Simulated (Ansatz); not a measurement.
# Energy against volume for AlN (zinc blende)

AlN (zinc blende)

```xyz
2
Lattice="0.0000 2.2016 2.2016 2.2016 0.0000 2.2016 2.2016 2.2016 0.0000" Properties=species:S:1:pos:R:3 pbc="T T T"
N      3.3024     3.3024     3.3024
Al     0.0000     0.0000     0.0000
```

The volume is varied about the relaxed value V₀ at fixed cell shape. Symmetry pins the atoms to their sites.

Method: PBE (plane waves to 420 eV, PAW, scalar-relativistic; Ansatz, a quantum-chemistry and plane-wave program). k mesh 13×13×13 (Γ-centred), Fermi-Dirac smearing 0.05 eV. The energy includes the smearing's −TS. Stress and pressure are positive under compression. AlN was relaxed with its symmetry unable to fall. The zero of ΔE is the relaxed starting cell.

| V (Å³/atom) | ΔE (meV/atom) | P (GPa) |
|---|---|---|
| 8.964 | 217.6 | 47.0 |
| 9.249 | 143.8 | 36.4 |
| 9.533 | 87.7 | 27.0 |
| 9.818 | 47.0 | 18.9 |
| 10.102 | 19.9 | 11.7 |
| 10.387 | 4.8 | 5.5 |
| 10.671 | 0.0 | 0.0 |
| 10.956 | 4.4 | -4.8 |
| 11.240 | 16.8 | -9.0 |
| 11.525 | 36.2 | -12.7 |
| 11.810 | 61.8 | -16.0 |
| 12.094 | 92.7 | -18.8 |
| 12.379 | 128.4 | -21.3 |

What the scan shows:

```yaml
pressure_at_the_smallest_volume: 47.0 GPa
energy_cost_of_the_largest_compression: 217.6 meV/atom
energy_cost_of_the_largest_expansion: 128.4 meV/atom
Bulk modulus B₀ (third-order Birch-Murnaghan fit): 192 GPa
Pressure derivative B₀′ (fit): 3.9
equilibrium_volume_of_the_fit: 10.67 Å³/atom
Pressure for 5 % compression (fit): 10.9 GPa
```

(A scan under strain: stresses follow from slopes of the energy per volume, elastic moduli from its curvatures.)
